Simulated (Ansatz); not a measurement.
Li₄Nb₆O₁₈Zn: computed property card

Li4Nb6O18Zn:
```yaml
crystal:
  lattice:
    - [5.16341, 0.00000, 0.00000]
    - [-2.58171, 4.47165, 0.00000]
    - [0.00000, 0.00000, 13.89371]
  atoms:
    - { symbol: Li, position: [0.66667, 0.33333, 0.55809] }
    - { symbol: Li, position: [0.33333, 0.66667, 0.38769] }
    - { symbol: Li, position: [0.33333, 0.66667, 0.88239] }
    - { symbol: Li, position: [0.00000, 0.00000, 0.72251] }
    - { symbol: Nb, position: [0.33333, 0.66667, 0.16303] }
    - { symbol: Nb, position: [0.66667, 0.33333, 0.33916] }
    - { symbol: Nb, position: [0.00000, 0.00000, 0.50400] }
    - { symbol: Nb, position: [0.33333, 0.66667, 0.66903] }
    - { symbol: Nb, position: [0.66667, 0.33333, 0.83634] }
    - { symbol: Nb, position: [0.00000, 0.00000, 0.99409] }
    - { symbol: O, position: [0.05655, 0.73991, 0.10466] }
    - { symbol: O, position: [0.68336, 0.94345, 0.10466] }
    - { symbol: O, position: [0.00819, 0.37048, 0.27295] }
    - { symbol: O, position: [0.26009, 0.31664, 0.10466] }
    - { symbol: O, position: [0.36229, 0.99181, 0.27295] }
    - { symbol: O, position: [0.62952, 0.63771, 0.27295] }
    - { symbol: O, position: [0.70472, 0.04719, 0.43691] }
    - { symbol: O, position: [0.34247, 0.29528, 0.43691] }
    - { symbol: O, position: [0.67603, 0.71380, 0.60232] }
    - { symbol: O, position: [0.95281, 0.65753, 0.43691] }
    - { symbol: O, position: [0.03777, 0.32397, 0.60232] }
    - { symbol: O, position: [0.28620, 0.96223, 0.60232] }
    - { symbol: O, position: [0.37438, 0.38179, 0.76744] }
    - { symbol: O, position: [0.00741, 0.62562, 0.76744] }
    - { symbol: O, position: [0.33390, 0.03461, 0.93000] }
    - { symbol: O, position: [0.61821, 0.99259, 0.76744] }
    - { symbol: O, position: [0.70071, 0.66610, 0.93000] }
    - { symbol: O, position: [0.96539, 0.29929, 0.93000] }
    - { symbol: Zn, position: [0.00000, 0.00000, 0.21722] }
```

Space group P3 (No. 143); conventional cell a = 5.1634 Å, b = 5.1634 Å, c = 13.8937 Å, α = 90.00°, β = 90.00°, γ = 120.00°.

Method: the program Ansatz at the r²SCAN level (PAW). Structure relaxed to zero pressure with the same functional. Other levels are named where they apply.

### Cell and energy

* **Volume per atom**: 11.06 Å³
* **Density**: 4.86 g/cm³
* **Formation energy from the elements (no fitted shifts)**: -2.70 eV/atom

### Electronic structure

Band gap: 3.60 eV (indirect)
Valence-band maximum: on the Γ–A line, 85 % of the way from Γ
Conduction-band minimum: off the standard path, at k = (-0.104, -0.010, 0.156) in fractions of the reciprocal vectors
Smallest direct gap on the standard path: 3.64 eV
Electron effective mass: 1.2, 2.1, 2.5 mₑ (principal values)
HSE06 gap on the r²SCAN cell: 4.62 eV

### Dielectric response

- Electronic dielectric constant ε∞ (DFPT) = 5.20 (xx = yy), 4.94 (zz)
- Born charges (a third of the trace) = Li +1.11 to +1.13, Nb +6.39 to +7.49, O -2.84 to -2.69, Zn +2.54 e

### Charges

- Bader charges: Li +0.91, Nb +2.83 to +2.90, O -1.27 to -1.17, Zn +1.39 e

The start of the workflow was typed in or built on a structure type; neither database checked (COD, Materials Project) lists it. Its standing as an ambient phase is unchecked. The cell was relaxed with r²SCAN under the symmetry of its start; its stability against distortions is not shown here. No spin polarisation was allowed. The references are the lowest solids computed at this level, not always the standard phases (solids in place of the gases). Scalar-relativistic: spin–orbit coupling is off unless named, which matters more the heavier the elements.

Potentials: the later of the program's two PAW sets.
